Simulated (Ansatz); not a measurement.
Sr$_{3}$Al$_{2}$Ge$_{4}$:
```
CELL_PARAMETERS angstrom
      6.35365     2.09155     0.00000
     -6.35365     2.09155     0.00000
     -3.09682     0.00000     8.31827
ATOMIC_POSITIONS crystal
  Sr 0.60510 0.39490 0.68624
  Sr 0.39490 0.60510 0.31376
  Sr 0.00000 0.00000 0.00000
  Al 0.70536 0.29464 0.35094
  Al 0.29464 0.70536 0.64906
  Ge 0.71197 0.28803 0.05565
  Ge 0.28803 0.71197 0.94435
  Ge 0.89219 0.10781 0.60874
  Ge 0.10781 0.89219 0.39126
```

Relaxed with r²SCAN. Special points in fractions of this cell's reciprocal vectors: Γ (0.000, 0.000, 0.000); C (0.281, 0.281, 0.000); C2 (-0.281, 0.719, 0.000); Y2 (-0.500, 0.500, 0.000); M2 (-0.500, 0.500, 0.500); D (-0.265, 0.735, 0.500); D2 (0.265, 0.265, 0.500); A (0.000, 0.000, 0.500); L2 (0.000, 0.500, 0.500); V2 (0.000, 0.500, 0.000).

Task: List the band energies nearest the Fermi level at these points for plane-wave PAW r²SCAN (Ansatz code).

Result: In eV from the Fermi level; about four levels below and three above (degenerate sets whole), none deeper than 8.9 eV; points with the same levels are listed once.

```csv
k,below,above
Γ,-1.87 -1.04 -0.97 -0.90,0.70 0.87 0.92
C,-2.20 -1.91 -1.61 -1.42,0.91 0.97 1.53
Y2,-1.00 -0.80 -0.63 -0.15,0.26 0.37 0.84
M2,-1.28 -0.58 -0.55 -0.04,0.56 0.69 1.06
D,-2.32 -2.07 -1.64 -1.50,0.83 1.38 1.52
A,-1.83 -1.62 -0.75 -0.26,0.43 1.01 1.43
L2,-2.46 -1.90 -1.60 -1.57,0.90 1.15 1.25
V2,-2.24 -2.08 -1.27 -1.16,0.32 1.22 1.52
```

Space group C2/m. The first step of the workflow began from a Materials Project structure, measured or hypothetical; the Crystallography Open Database copy checked does not list it. Whether it is the stable phase at ambient conditions was not checked. Symmetry was held in the r²SCAN relaxation; its stability against distortions is not shown here. The Fermi level of a semimetal is unsure by some 0.05 eV on such meshes. Spin–orbit coupling is left out wherever it is not named.

Potentials: the later of the program's two PAW sets.
